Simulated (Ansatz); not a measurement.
Problem. GaP (rock salt, space group No. 225) is relaxed with DFT-r²SCAN in the program Ansatz with PAW potentials. What lattice parameters of the conventional cell result?

Solution. a = 5.118 Å.

Problem. Is it a metal or does it have a gap at this level?

Solution. No gap at this level.

Space group Fm-3m (rock salt). The start of the workflow was typed in or built on a structure type; neither database checked (COD, Materials Project) lists it. It is not the phase usual at ambient conditions (space group No. 216). The r²SCAN relaxation kept the symmetry of its start; whether a distortion lowers the energy is not shown. Spin–orbit coupling is left out wherever it is not named.

Potentials: the later of the program's two PAW sets.
